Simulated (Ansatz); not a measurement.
Computed with DFT PBE, scalar-relativistic, plane waves, PAW in Ansatz 0.2.0. Settings: cutoff 420 eV, Γ-centred meshes spaced at most about 0.3 Å⁻¹, and about 0.25 Å⁻¹ or finer for metals (2π included), Gaussian smearing. No spin polarisation in the final relaxations.

All energies are static (0 K, no zero-point motion).

Compare these two cells of GeSbTe₃, each relaxed at this level.

A.

```xyz
5
Lattice="4.2995 0.0000 0.0000 0.0000 4.2995 0.0000 0.0000 0.0000 9.0591" Properties=species:S:1:pos:R:3 pbc="T T T"
Ge    2.1497    2.1497    6.7360
Sb    0.0000    0.0000    8.7772
Te    2.1497    2.1497    0.6275
Te    0.0000    2.1497    4.4671
Te    2.1497    0.0000    4.4671
```

B.

```xyz
5
Lattice="4.9316 0.0000 0.0000 -2.4658 4.2709 0.0000 0.0000 0.0000 9.1570" Properties=species:S:1:pos:R:3 pbc="T T T"
Ge    2.4658    1.4236    0.0000
Sb    0.0000    2.8473    4.5785
Te    0.0000    0.0000    7.7654
Te    0.0000    0.0000    1.3917
Te    2.4658    1.4236    4.5785
```

Question: Which form is favoured at zero pressure, and by what margin per atom?

Answer: A is lower, by 83 meV/atom. A has space group P4mm (No. 99), 33.5 Å³/atom and no gap on its mesh; B has space group P-6m2 (No. 187), 38.6 Å³/atom and no gap. Counting all near atoms (for each partner element, those within 1.25 times its shortest distance or 1.15 times the sum of covalent radii, where it is the nearest in units of that sum or under 1.3; a plus sign parts groups by distance over the sum of covalent radii; the shortest distance is added where it exceeds 1.18 times the sum of covalent radii; a slash parts the counts of unlike sites), A has Ge 5, Sb 4, Te 5/6 and B has Ge 6 from 3.2 Å, Sb 3, Te 3/1+3. B holds Te–Te pairs (shortest 2.78 Å); in A the shortest Te–Te distance is 3.04 Å, near bonding range too. Even the lower one lies +0.23 eV/atom against the reference forms of the elements (uncorrected), so neither is stable at this level. In A, Ge is surrounded by 5 Te at 2.95–3.13 Å and 4 Sb at 3.66 Å; Sb has 4 Te at 3.17 Å and 4 Ge at 3.66 Å; Te on a site of symmetry 4mm has 1 Ge at 2.95 Å and 4 Sb at 3.17 Å; 1 more site not described. In B, Ge is surrounded by 6 Te at 3.17 Å; around Sb lie 3 Te at 2.85 Å; around Te on a site of symmetry 3m lie 1 Te at 2.78 Å and 3 Ge at 3.17 Å; 1 more site not described. Both come from invented guesses. A third cell relaxed alike, in P4/mmm, lies 62 meV/atom below the lower of the two.

Weakly bound directions are ill-defined at this level, which has no dispersion term (P4mm, P-6m2), and this can change margins and order among such cells. Spin–orbit coupling, which can matter for Sb and Te, is left out. In P4mm, P-6m2 an odd number of electrons in the primitive cell allows no gap without spin; a larger cell or a magnetic state could open one. A magnetic state wasn't ruled out in cells without spin, among them P4mm, P-6m2. Cells relaxed within their symmetry can be saddle points.
